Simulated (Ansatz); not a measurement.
Ansatz 0.2.0, settings compared: TaAgF3

input.yaml:

```yaml
crystal:
  lattice:
    - [5.810005, 0.0, 0.0]
    - [-2.905003, 5.031618, 0.0]
    - [0.0, -3.354408, 4.805118]
  atoms:
    - { symbol: Ta, position: [0.0, 0.0, 0.0] }
    - { symbol: Ta, position: [0.5, 0.0, 0.5] }
    - { symbol: F, position: [0.8108, 0.5117, 0.753] }
    - { symbol: F, position: [0.2413, 0.0521, 0.753] }
    - { symbol: F, position: [0.7009, 0.9422, 0.753] }
    - { symbol: F, position: [0.7413, 0.9422, 0.253] }
    - { symbol: F, position: [0.2009, 0.5117, 0.253] }
    - { symbol: F, position: [0.3108, 0.0521, 0.253] }
    - { symbol: Ag, position: [0.2492, 0.4984, 0.7476] }
    - { symbol: Ag, position: [0.7492, 0.4984, 0.2476] }
  symmetry: { tolerance: 0.0003 }
kpoints:
  mp_grid: { grid: [4, 4, 4], shift: [0, 0, 0] }
magnetization:
  spin_polarized: false
scf:
  occupations: { method: fermi_dirac, width: 0.1436 }
hamiltonian:
  pseudopotentials: { kind: paw }
  xc: r2scan
basis:
  ecutwfc: 500
output:
  forces: true
  stress: true
  eigenvalues: true
  write_density: true
  write_potential: true
  elf: true
  volumetric_format: npy
```

Launch command:

```bash
ansatz run input.yaml --threads 1 --pin off --max-ram 2560MiB --backend cpu --events-out ev --progress --plain --runs-dir out
```

Origin of the cell: a known structure type with other elements, at an estimated volume, so it need not be a known compound.

Output of this run (shortened):

```
Warning: crystal.lattice misses the space group found at crystal.symmetry.tolerance 3.0e-4 in a digit that the deck types, which is why this is a warning: making the lattice exact moves one o […]
band count auto-derived: 65 (N_el = 106.0; filled up to band 53; 64 by the electrons, moments and atoms)
Pseudopotentials: kind: paw
Pseudopotential: Ta, paw, valence charge 13, recommended cutoff 500 eV (meta_gga), Ta.paw.azcp
Pseudopotential: F, paw, valence charge 7, recommended cutoff 500 eV (meta_gga), F.paw.azcp
Pseudopotential: Ag, paw, valence charge 19, recommended cutoff 500 eV (meta_gga), Ag.paw.azcp
Functional definition: r2SCAN
  exchange = r2scan_x(k0 = k0, k1 = k1, a1 = a1)
  correlation = r2scan_c
Crystal: 10 atoms, lattice volume = 140.472 Å³
Basis set: ecut = 500 eV, 3563 PW (Γ), exchange–correlation on 180×180×180 points (64 copies of the dense FFT grid, shifted against one another)
[… 13 lines left out …]
Initial density: superposition of atomic densities (neutral atoms: chi_scale 0, normalization atom), corrected by the library's trained network
Functional: x = r2scan, c = r2scan; τ floored in thin density (d = 2e-4 eV/Å³)
SCF iter   1: F=—  HF=-39952.856775 eV  Δρ=1.28e-2  dr2=3.67e-1  dr2_τ=2.62e-1  defer=2
SCF iter   2: F=—  HF=-39952.955216 eV  Δρ=5.66e-3  dr2=2.51e-2  dr2_τ=1.38e-2  defer=2
SCF iter   3: F=—  HF=-39952.960637 eV  Δρ=2.75e-3  dr2=5.17e-3  dr2_τ=7.02e-4  defer=2
SCF iter   4: F=—  HF=-39952.961723 eV  Δρ=6.21e-4  dr2=4.43e-4  dr2_τ=3.94e-5  defer=2
SCF iter   5: F=—  HF=-39952.961781 eV  Δρ=1.42e-4  dr2=2.54e-5  dr2_τ=1.60e-6  defer=2
SCF iter   6: F=—  HF=-39952.961947 eV  Δρ=3.67e-5  dr2=1.40e-6  dr2_τ=2.46e-7  defer=2
SCF iter   7: F=—  HF=-39952.961948 eV  Δρ=1.39e-5  dr2=3.70e-7  dr2_τ=5.21e-8  defer=2
SCF iter   8: F=-39952.961948 eV  HF=-39952.961948 eV  Δρ=5.06e-6  dr2=3.25e-8  dr2_τ=1.36e-9
SCF 1 converged in 8 iterations: F = -39952.961948 eV  dr2 = 3.25e-8
SCF converged after 8 iterations
Free energy (F): -39952.961948 eV
Harris-Foulkes:  -39952.961948 eV  (|F-HF|=1.19e-8)
Internal energy: -39952.328141 eV  (E = F + TS)
E sigma→0 (E₀):  -39952.645044 eV
Entropy (-TS):   -0.633806 eV (-63.381 meV/atom)
Fermi energy:    12.298091 eV
--- Per-component energies (eV) ---
  E_band       = -1275.249395
  E_kinetic    = 3047.995636
  E_local      = -10095.632299  (includes V_loc(G=0)·N_el)
  E_nonlocal   = 632.163408
  E_hartree    = 4103.295188
  E_xc         = -1234.402168
  E_vxc        = -1654.739036  (∫ρ·V_xc dr)
  E_paw        = -25914.448236  (= ΣΔE_a)
  E_vpaw       = -1520.780056  (= ΣTr[D̂ρ^β])
  E_aug_tail   = 0.006598  (compensation charges beyond the density's cutoff)
  E_vtau       = 109.143007  (kinetic-family band-sum trace: ∫τ·v_τ [+ j·A + Jᵃ·Aᵃ] dr)
  E_ewald      = -10488.586737
  E_core_change = -2.719531  (= ΣΔE_core)
  E_smearing   = -0.633806  (= −TS)
  Σ components = -39952.961948   (vs F -39952.961948, Δ=0.00e0)
--- Forces (eV/Å), atoms counted from 1 ---
  atom   1  Ta    -0.000000     0.000000     1.106581
[… 4 lines left out …]
  atom   6  F      0.034705     0.543493    -0.332496
  atom   7  F      0.453327    -0.301802    -0.332495
  atom   8  F     -0.488031    -0.241692    -0.332495
  atom   9  Ag     0.000000    -0.000000    -0.109107
  atom  10  Ag     0.000000    -0.000000    -0.109107
  max |Σ_I F_I| component: 2.49e-5 eV/Å
--- Stress (GPa, compression-positive) ---
        4.086337       0.000000       0.000000
        0.000000       4.086337      -0.000001
        0.000000      -0.000001       2.371668
  P = ⅓ Tr σ = 3.5148 GPa (35.148 kbar)
```

The same input was run again with these changes:

1. `hamiltonian.hubbard` default → { sites: [{ species: Ta, l: d, u_eff: 5.0 }], double_counting: fll }; `scf.initial_density.chi_scale` default → 0.3
2. `scf.mixing.preconditioner` default → local_kerker; `scf.eigensolver.kind` default → davidson
3. `total_charge` default → -1
4. `total_charge` default → 1; `scf.convergence.dr2_threshold` default → 1.0e-05; `scf.occupations.width` 0.1436 → 0.3

```csv
run,end,SCF iterations,P (GPa),max force component (eV/Å),gap on mesh (eV),moment (μB),ΔE(σ→0) (meV/atom)
base,converged,8,3.51,1.107,none,–,0
1,converged,15,11.16,1.223,none,–,–
2,converged,7,3.51,1.107,none,–,0.00
3,converged,9,–,1.281,–,–,–
4,converged,7,–,0.958,–,–,–
```

Energies are compared only where functional, datasets, charge and starting cell are the same.

Not properties of the system: run 4 (too coarse or loose: `scf.convergence.dr2_threshold` = 1.0e-05, `scf.occupations.width` = 0.3).

Caveats of the base run: no moments, though an odd count or open d shells may carry them; no spin-orbit coupling, though heavy elements are present; the k mesh is coarse if the cell is a metal.

Run 3: charged cell with a uniform background, whose pressure depends on convention.
Run 4: charged cell with a uniform background, whose pressure depends on convention; the SCF threshold is loose for forces; wide smearing.

The base run ran for 19 s of wall time on 1 CPU thread(s) of a shared host, from the program's own first density.
